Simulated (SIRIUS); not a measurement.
Band structure of SnTe (Fm-3m, 2 atoms in the cell; from Materials Project mp-1883).

```xyz
2
Lattice="0.0000 3.1858 3.1858 3.1858 0.0000 3.1858 3.1858 3.1858 0.0000" Properties=species:S:1:pos:R:3 pbc="T T T"
Sn     0.0000     0.0000     0.0000
Te     3.1858     3.1858     3.1858
```

Level of theory: PBE, GBRV PBE ultrasoft pseudopotentials (plane waves; SIRIUS 7.12.0).

Settings: parameters.ngridk = 6 6 6; parameters.xc_functionals = [XC_GGA_X_PBE, XC_GGA_C_PBE]; parameters.gk_cutoff = 6.325 1/bohr; parameters.pw_cutoff = 14.143 1/bohr; parameters.smearing = fermi_dirac; parameters.smearing_width = 0.00367493 Ha; potentials = GBRV PBE ultrasoft pseudopotentials; parameters.electronic_structure_method = pseudopotential; parameters.num_bands = 16; parameters.num_mag_dims = 0; parameters.num_dft_iter = 100; parameters.energy_tol = 1e-07 Ha; parameters.density_tol = 1e-06; mixer.type = anderson.

Spin-orbit coupling is left out, which matters for bands and gaps with elements this heavy. The structure comes from a collection of computed structures, made at another level of theory; the collection holds predicted forms beside known ones. No clean gap shows at this smearing width and mesh (spacing up to 0.28 Å⁻¹); the mesh is coarse for partly filled bands, so the values carry mesh errors. Semi-local functionals can close small gaps.

Points are given in units of this cell's reciprocal vectors. Levels in eV from the Fermi level, bands 7 to 14:
```tsv
point	7	8	9	10	11	12	13	14
Γ (0 0 0)	-4.84	-2.07	-2.07	-2.07	3.34	3.34	3.34	4.75
X (0.5 0 0.5)	-6.49	-5.37	-3.60	-3.60	2.25	4.80	4.80	6.11
W (0.5 0.25 0.75)	-7.30	-4.65	-4.65	-0.85	0.82	4.56	4.57	5.99
K (0.375 0.375 0.75)	-7.34	-4.99	-3.13	-2.67	2.92	2.99	4.22	5.36
L (0.5 0.5 0.5)	-8.18	-1.75	-1.75	-0.01	0.03	0.35	0.35	8.46
U (0.625 0.25 0.625)	-7.34	-4.99	-3.13	-2.67	2.92	2.99	4.22	5.36
```
